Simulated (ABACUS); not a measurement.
Consider a self-consistent single point of TiN (Fm-3m, 8 atoms in the cell; from Materials Project mp-492, changed as shown).

```
CELL_PARAMETERS angstrom
      4.32608     0.00000     0.00000
      0.00000     4.32608     0.00000
      0.00000     0.00000     4.32608
ATOMIC_POSITIONS crystal
  Ti 0.00000 0.00000 0.00000
  Ti 0.00000 0.50000 0.50000
  Ti 0.50000 0.00000 0.50000
  Ti 0.50000 0.50000 0.00000
  N  0.50000 0.00000 0.00000
  N  0.50000 0.50000 0.50000
  N  0.00000 0.00000 0.50000
  N  0.00000 0.50000 0.00000
```

Method: ABACUS with PBEsol, numerical atomic orbitals TZDP (confined pseudo-atomic orbitals with Gaussian additions; energy shift 0.01 Ry), PseudoDojo 0.4 standard norm-conserving PBEsol (tails mended) pseudopotentials.

ABACUS settings:

```
key                                                                      value
---------------  -------------------------------------------------------------
basis                     TZDP numerical atomic orbitals, energy shift 0.01 Ry
KPT                                                       Gamma 10 10 10 0 0 0
basis_type                                                                lcao
ecutwfc                                                                 100 Ry
smearing_method                                                             fd
smearing_sigma                                                   0.00999582 Ry
potentials       PseudoDojo 0.4 standard norm-conserving PBEsol (tails mended)
symmetry                                                                     1
ks_solver                                                              genelpa
scf_nmax                                                                   100
scf_thr                                                                1.0e-07
mixing_type                                                            broyden
mixing_beta                                                                0.7
```

Results:

Number of valence electrons: 68
Number of bands: 44
Number of k-points after the program's reduction: 56
Size of the basis: 244
Number of SCF iterations: 12
Free energy E − TS: -7594.3252 eV
Fermi level (on the code's own zero): 15.95 eV
Pressure: -20.98 GPa

Stress (GPa, positive for compression):
```
-20.98    0.00    0.00
  0.00  -20.98    0.00
  0.00    0.00  -20.98
```

For comparison: a first run was changed to give this one (lattice scaled by 1.02), and from it to this one the free energy rises by 50.5 meV/atom and the pressure goes from -6.28 to -20.98 GPa.

The atom-centred basis is finite, which shifts total energies and pressures against plane waves. The structure comes from a collection of computed structures, made at another level of theory; the collection holds predicted forms beside known ones. At this pressure the cell is far from its equilibrium volume at this level.

Cost on one core: around 2.3 core-minutes (rough).

The atomic orbitals were generated for these runs; they are not ABACUS's published sets and were checked against plane waves on a few crystals only.

“Tails mended”: in these copies of the files the far tail of each local potential was reset to the Coulomb form.
